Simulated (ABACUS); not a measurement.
Input and output of a self-consistent single point for a (100) slab of GaSb (cut from a parent of space group no. 216; 8 atoms in the cell) (ABACUS).

Computed with ABACUS with LDA (PW92), numerical atomic orbitals DZP (confined pseudo-atomic orbitals with Gaussian additions; energy shift 0.003 Ry), PseudoDojo 0.4 standard norm-conserving LDA (tails mended) pseudopotentials.

The change in words: atom 1 moved by +0.08 angstrom along x. Reference geometry (Pmm2):
```
GaSb
1.0
    4.33966     0.00000     0.00000
   -4.33966     4.33966     0.00000
    0.00000     0.00000    20.74020
Ga Sb
4 4
Cartesian
  0.00000   0.00000   9.60300
  2.16983   2.16983   6.53430
  0.00000   0.00000  15.74019
  2.16983   2.16983  12.67160
  0.00000   2.16983   5.00001
  2.16983   0.00000   8.06871
  0.00000   2.16983  11.13730
  2.16983   0.00000  14.20590
```

Reference input (self-consistent single point, DFT, LDA (PW92), numerical atomic orbitals DZP (confined pseudo-atomic orbitals with Gaussian additions; energy shift 0.003 Ry), PseudoDojo 0.4 standard norm-conserving LDA (tails mended) pseudopotentials): basis = DZP numerical atomic orbitals, energy shift 0.003 Ry; KPT = Gamma 5 5 1 0 0 0; basis_type = lcao; dft_functional = PWLDA; ecutwfc = 100 Ry; smearing_method = gaussian; smearing_sigma = 0.00367493 Ry; potentials = PseudoDojo 0.4 standard norm-conserving LDA (tails mended); symmetry = 1; ks_solver = scalapack_gvx; scf_nmax = 100; scf_thr = 1.0e-06. This run's input differs from it in these lines:

```diff
@@ -43,3 +43,3 @@
 4
-   0.0000000000    0.0000000000    0.4630140000
+   0.0184350000    0.0000000000    0.4630140000
    1.0000000000    0.5000000000    0.3150550000
```

Log, with long lists cut:

```
 SELF-CONSISTENT
 -------------------------------------------

                  longest orb rcut (Bohr) = 9.3
   longest nonlocal projector rcut (Bohr) = 2.14
                     search radius (Bohr) = 22.9

                          real space grid = [ 54, 75, 250 ]
                                 init_chg = atomic

 LCAO ALGORITHM --------------- ION=   1  ELEC=   1--------------------------------

 Density error is 0.0327738566325
 E_KohnSham     -1336.3033405942     -18181.3396885164
 E_Fermi        0.1777126068         2.4179040588

 LCAO ALGORITHM --------------- ION=   1  ELEC=   2--------------------------------

   [... lines left out ...]

   [... 12 blocks of this kind left out ...]

 LCAO ALGORITHM --------------- ION=   1  ELEC=  15--------------------------------

 Density error is 4.43094041305e-06
 E_KohnSham     -1336.3326503530     -18181.7384682427
 E_Fermi        0.1883295553         2.5623550535

 LCAO ALGORITHM --------------- ION=   1  ELEC=  16--------------------------------

 Density error is 8.76302375255e-07
 E_KohnSham     -1336.3326503904     -18181.7384687516
 E_KS(sigma->0) -1336.3322973259     -18181.7336650618
 E_entropy(-TS) -0.0007061291        -0.0096073796
 E_Fermi        0.1883425122         2.5625313409
 charge density convergence is achieved
 final etot is -18181.738469 eV
 EFERMI = 2.5625313409 eV

 STATE ENERGY(eV) AND OCCUPATIONS    NSPIN == 1
   [... 65 lines left out ...]

 TOTAL-FORCE (eV/Angstrom)
                       Ga1        -0.5148424136         0.0000000000        -0.0856233364
                       Ga2         0.0037549137         0.0000000000        -0.2310117503
                       Ga3         0.0007745498         0.0000000000         0.3737043858
                       Ga4        -0.0070806705         0.0000000000        -0.2020519944
                       Sb1        -0.0158550115         0.0000000000         0.2663342918
                       Sb2         0.4965452384         0.0000000000         0.1835725722
                       Sb3         0.0341993046         0.0000000000         0.1342889175
   [... lines left out ...]

 TOTAL-STRESS (KBAR)
        -8.2146225697        -0.0000000000        -2.6803230944
         0.0000000000       -13.2884320781         0.0000000000
        -2.6803230944        -0.0000000000        -3.9091267784
 TOTAL-PRESSURE: -8.470727 KBAR

 --------------------------------------------
 !FINAL_ETOT_IS -18181.7384687515841506 eV
 --------------------------------------------
```

The run converged in 16 iterations. Against the reference run the free energy goes up by 2.6 meV/atom and the largest force goes from 0.439 to 0.529 eV/Å.

The atom-centred basis is finite, which shifts total energies and forces against plane waves. No dipole correction was used; where the two faces of such a cut differ, images can couple through a dipole. The bare cut can leave dangling bonds, and the run has no spin polarisation, so a lower magnetic or reconstructed surface may exist. No clean gap shows at this smearing width and mesh (spacing up to 0.41 Å⁻¹); the mesh is coarse for partly filled bands, so the values carry mesh errors. Semi-local functionals can close small gaps.

Cost on one core: roughly 2.1 core-minutes.

The atomic orbitals were generated for these runs; they are not ABACUS's published sets and were checked against plane waves on a few crystals only.

“Tails mended”: in these copies of the files the far tail of each local potential was reset to the Coulomb form.
